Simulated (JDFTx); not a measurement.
System: Cd(0001) (P6_3/mmc bulk; lattice of mp-94, not re-optimised at this level), 1x1 cell of 4 atoms in 4 planes, area 7.58 Å² a face, 8.8 Å between the outermost planes in a cell 32.8 Å high; k mesh 8×8×1, Fermi width 0.01 Ha, no spin polarisation.

Method: PBE, GBRV ultrasoft potentials, plane waves to 20/100 Ha, in JDFTx (a modified build). Unrelaxed slab in linear PCM (GLSSA13), water, with a linear (Debye) 1:1 salt. C is the mean capacitance on the positive side of zero charge, good to about 1.5 %; C_d = ε₀ε/λ is the diffuse-layer value.

```tsv
salt	λ (Å)	1000/C_d (cm²/μF)	1000/C (cm²/μF)
0.1 M	9.61	13.85	71.5
0.3 M	5.55	7.99	withheld
1 M	3.04	4.38	61.4
3 M	1.75	2.53	60.4
```

Q: Fit the Parsons-Zobel line 1000/C = m·(1000/C_d) + q to the other rows by least squares, predict the withheld value, and compare with the run.

A: The fit gives m = 1.01, q (cm²/μF) = 57.5, with a root-mean-square miss of 0.36 cm²/μF on its own rows. It predicts 65.5 cm²/μF; the run gives 65.1 cm²/μF, a miss of 0.4 cm²/μF.

Two capacitors in series would give m = 1; the intercept corresponds to an inner capacitance of 17.4 μF/cm².
